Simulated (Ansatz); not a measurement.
The cell is Na2ClF, ordered on the rocksalt lattice (R-3m) with 4 atoms a cell; cell and atoms were relaxed with r2SCAN. Space group R-3m (No. 166), trigonal; a = 3.621 Å, c = 17.762 Å in the conventional setting, 16.81 Å³ an atom. F has 6 Na at 2.43 Å; Cl has 6 Na at 2.71 Å; Na has 3 F at 2.43 Å and 3 Cl at 2.71 Å.

```
CELL_PARAMETERS angstrom
1.81069 1.04540 5.92066
-1.81069 1.04540 5.92066
0.00000 -2.09080 5.92066
ATOMIC_POSITIONS crystal
F 0.00000 0.00000 0.00000
Cl 0.50000 0.50000 0.50000
Na 0.26344 0.26344 0.26344
Na 0.73656 0.73656 0.73656
```

The questions ask for values computed with Ansatz on this geometry. These are computed values for a spin-unpolarised cell that may be hypothetical; none is a measurement.

Given (8×8×8 mesh): The PBE gap is direct at Γ: 4.34 eV.

Problem. How does the gap change from PBE to r2SCAN (8×8×8)?

Solution. r2SCAN gives a direct gap of 5.02 eV at Γ. The gap differs by +0.68 eV from PBE's.

Problem. What does HSE06 give for the gap (6×6×6 mesh)?

Solution. HSE06 gives a direct gap of 5.78 eV at Γ. The gap differs by +1.44 eV from PBE's.

Problem. What does PBE0 give for the gap (6×6×6 mesh)?

Solution. PBE0 gives a direct gap of 6.52 eV at Γ. The gap differs by +2.18 eV from PBE's.

Problem. What does G0W0@PBE with 200 empty bands, a screening cutoff of 120 eV and a 4×4×4 mesh give?

Solution. 7.36 eV (PBE's gap over the path plus the quasiparticle shift read on the mesh). The quasiparticle gap on this mesh is 7.36 eV (direct at Γ), against 4.34 eV from PBE: +3.02 eV. Renormalisation factors Z lie between 0.80 and 0.87. G0W0 values are finite-basis, finite-mesh values.

Problem. What are ε∞ and the Born charges with r2SCAN?

Solution. ε∞: 2.21 along x and y, 2.16 along z. Born charges, averaged over directions: F -1.12, Cl -0.98, Na +1.05 e.
